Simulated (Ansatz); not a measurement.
A trial cell of In was relaxed with r2SCAN (plane waves to 500 eV, PAW, scalar-relativistic; Ansatz, a quantum-chemistry and plane-wave program).

Before: P6₃/mmc (No. 194), hP4; a = b = 4.457 Å, c = 7.433 Å, α = β = 90.00°, γ = 120.00°.

After relaxation:

Simulated powder pattern, Cu Kα, λ = 1.54184 Å (kinematic, ideal powder, no thermal factors, no anomalous dispersion; the 24 strongest lines at most, above 1 %, up to 2θ = 90°):

```csv
2θ (°),I/Imax (%)
20.47,100
28.95,57
35.72,49
35.85,96
41.64,16
46.72,89
51.51,17
56.09,13
59.99,6.9
64.09,8.4
64.35,17
64.43,17
71.90,24
72.14,23
75.67,5.1
75.99,10
79.69,4.4
83.27,16
86.67,7.3
86.90,7.3
```

Problem. Identify the relaxed structure from its pattern: crystal system, space group and cell.

Solution. Hexagonal, P6/mmm (No. 191), hP2; a = b = 5.0094 Å, c = 3.0842 Å, α = β = 90.00°, γ = 120.00°. Sites: In 2c (0.333, 0.667, 0.000).

Problem. Index the strongest lines.

Solution. 20.47° (1 0 -1 0), 28.95° (0001), 35.72° (1 0 -1 1), 35.85° (1 1 -2 0), 46.72° (1 1 -2 1).

No spin polarisation in the result.

The run could not lower the symmetry of its start; a shaken copy of this end point relaxes with r2SCAN to Immm (No. 71), 0.12 eV/atom lower.

The relaxed structure here is a generated cell of In: the first start was made by placing the elements on the sites of a structure type, and the end was not matched to a known phase here, so it may be hypothetical. Known forms of In include space group No. 139.
